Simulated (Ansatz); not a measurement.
Geometry optimisation in Ansatz: input, command and trajectory.

```yaml
crystal:
  lattice:
    - [-3.8504139973, -3.8504413283, -1.9608e-05]
    - [-0.0334954667, 3.883956403, 3.927986909]
    - [-3.8708878489, 3.8708955719, -3.8814306112]
  atoms:
    - { symbol: Cu, position: [0.9941023099, 0.9859267031, 0.9949010467] }
    - { symbol: Cu, position: [0.5112887326, 0.5042183374, 0.9943729107] }
    - { symbol: Cu, position: [0.9952294173, 0.5042600409, 0.994370945] }
    - { symbol: Pd, position: [0.8387149695, 0.1730518336, 0.6762190484] }
    - { symbol: Pd, position: [0.3366279873, 0.1730450545, 0.6762242507] }
    - { symbol: Pd, position: [0.6657419188, 0.8287722845, 0.3338509085] }
    - { symbol: Pd, position: [0.1653286362, 0.8287799335, 0.3338473163] }
    - { symbol: Ag, position: [0.1659040787, 0.3295217477, 0.3167984357] }
    - { symbol: Ir, position: [0.833804833, 0.6652968892, 0.662966515] }
    - { symbol: Ir, position: [0.3395631378, 0.6768166116, 0.6846876114] }
    - { symbol: Pt, position: [0.4980475712, 0.993770083, 0.0066896736] }
    - { symbol: Pt, position: [0.6692823826, 0.3362668652, 0.3235504889] }
  symmetry: { detect: false }
basis:
  ecutwfc: 420
kpoints:
  mp_grid: { grid: [4, 4, 3] }
hamiltonian:
  xc: pbe
scf:
  occupations: { method: gaussian, width: 0.1 }
  lower_state_search: "off"
output:
  forces: true
  stress: true
  eigenvalues: true
relax:
  adjacent_minimum: "off"
  f_tol: 0.04
  max_steps: 25
  cell: { stress_tol: 0.3 }
```

```bash
ansatz run input.yaml --threads 4 --pin off --max-ram 9216MiB --backend cpu --events-out ev --progress --plain --runs-dir out
```

Theory: Ansatz 0.2.0, DFT PBE, scalar-relativistic, plane waves, PAW.

Of 4 frames 4 are shown, positions in Å and forces in eV/Å; the SCF threshold varies from step to step. Steps run on the plane waves of an earlier cell, with a Pulay correction in the pressure. The basis is chosen afresh for the last frame, the zero of the energies, and can be on the way; energy and pressure step there, also at an unchanged geometry.

```xyz
12
Lattice="-3.8504 -3.8504 0.0000 -0.0335 3.8840 3.9280 -3.8709 3.8709 -3.8814" Properties=species:S:1:pos:R:3:forces:R:3 pbc="T T T" step=1 free_energy_over_end_meV_per_atom=0.83 pressure_GPa=0.27
Cu   -7.7119    3.8527    0.0110   -0.0290    0.0280   -0.0310
Cu   -5.8347    3.8388   -1.8790    0.0010    0.0280   -0.0420
Cu   -7.6980    1.9756   -1.8789   -0.0280   -0.0010   -0.0430
Pd   -5.8528    0.0603   -1.9450   -0.0600   -0.0400   -0.0050
Pd   -3.9195    1.9935   -1.9450    0.0400    0.0600   -0.0050
Pd   -3.8834    1.9478    1.9596   -0.0840    0.0090   -0.0030
Pd   -1.9566    3.8746    1.9596   -0.0090    0.0840   -0.0030
Ag   -1.8761    1.8673    0.0647    0.0310   -0.0310    0.0100
Ir   -5.7990    1.9397    0.0400    0.1930   -0.1930    0.1920
Ir   -3.9805    3.9716    0.0010   -0.0420    0.0420   -0.0770
Pt   -1.9769    1.9680    3.8775   -0.0390    0.0390   -0.0470
Pt   -3.8407   -0.0186    0.0650    0.0260   -0.0250    0.0530
12
Lattice="-3.8573 -3.8573 0.0000 -0.0274 3.8847 3.9335 -3.8702 3.8703 -3.8916" Properties=species:S:1:pos:R:3:forces:R:3 pbc="T T T" step=2 free_energy_over_end_meV_per_atom=0.11 pressure_GPa=-0.16
Cu   -7.7109    3.8447   -0.0001    0.0030   -0.0030   -0.0190
Cu   -5.8352    3.8339   -1.8884    0.0020    0.0020   -0.0030
Cu   -7.7001    1.9691   -1.8883   -0.0020   -0.0020   -0.0030
Pd   -5.8622    0.0513   -1.9557    0.0180    0.0430   -0.0050
Pd   -3.9175    1.9960   -1.9557   -0.0430   -0.0180   -0.0050
Pd   -3.8914    1.9488    1.9649    0.0220    0.0120    0.0110
Pd   -1.9576    3.8825    1.9649   -0.0120   -0.0220    0.0110
Ag   -1.8735    1.8647    0.0705   -0.0200    0.0200    0.0200
Ir   -5.7786    1.9125    0.0510    0.0240   -0.0240   -0.0090
Ir   -3.9845    3.9757   -0.0128   -0.0170    0.0170   -0.0300
Pt   -1.9795    1.9706    3.8747    0.0540   -0.0540    0.0250
Pt   -3.8403   -0.0259    0.0736   -0.0280    0.0280    0.0080
12
Lattice="-3.8547 -3.8547 0.0000 -0.0266 3.8813 3.9310 -3.8713 3.8713 -3.8942" Properties=species:S:1:pos:R:3:forces:R:3 pbc="T T T" step=3 free_energy_over_end_meV_per_atom=0.01 pressure_GPa=0.07
Cu   -7.7080    3.8445   -0.0078    0.0020   -0.0020   -0.0110
Cu   -5.8341    3.8343   -1.8945   -0.0010   -0.0020   -0.0030
Cu   -7.6978    1.9705   -1.8944    0.0020    0.0010   -0.0030
Pd   -5.8595    0.0555   -1.9603    0.0040    0.0010    0.0010
Pd   -3.9191    1.9959   -1.9603   -0.0010   -0.0040    0.0010
Pd   -3.8892    1.9502    1.9662    0.0020   -0.0030    0.0160
Pd   -1.9591    3.8804    1.9662    0.0030   -0.0020    0.0160
Ag   -1.8767    1.8679    0.0721   -0.0090    0.0080   -0.0050
Ir   -5.7722    1.9086    0.0486   -0.0060    0.0060   -0.0080
Ir   -3.9844    3.9755   -0.0217    0.0060   -0.0060   -0.0030
Pt   -1.9738    1.9649    3.8728   -0.0110    0.0110   -0.0040
Pt   -3.8407   -0.0229    0.0752    0.0080   -0.0080    0.0040
12
Lattice="-3.8547 -3.8547 0.0000 -0.0266 3.8813 3.9310 -3.8713 3.8713 -3.8942" Properties=species:S:1:pos:R:3:forces:R:3 pbc="T T T" step=4 free_energy_over_end_meV_per_atom=0.00 pressure_GPa=0.07
Cu   -7.7080    3.8445   -0.0078    0.0020   -0.0020   -0.0110
Cu   -5.8341    3.8343   -1.8945   -0.0010   -0.0020   -0.0020
Cu   -7.6978    1.9705   -1.8944    0.0020    0.0010   -0.0030
Pd   -5.8595    0.0555   -1.9603    0.0040    0.0010    0.0010
Pd   -3.9191    1.9959   -1.9603   -0.0010   -0.0040    0.0010
Pd   -3.8892    1.9502    1.9662    0.0020   -0.0030    0.0160
Pd   -1.9591    3.8804    1.9662    0.0030   -0.0020    0.0160
Ag   -1.8767    1.8679    0.0721   -0.0090    0.0080   -0.0060
Ir   -5.7722    1.9086    0.0486   -0.0060    0.0060   -0.0080
Ir   -3.9844    3.9755   -0.0217    0.0060   -0.0060   -0.0030
Pt   -1.9738    1.9649    3.8728   -0.0110    0.0110   -0.0040
Pt   -3.8407   -0.0229    0.0752    0.0080   -0.0080    0.0040
```

It took 88 s on 4 threads of Arm Neoverse V1, with other jobs on the host, peak memory 1.1 GiB.

The k mesh is coarse. Spin–orbit coupling is left out, which can shift energies with elements as heavy as these.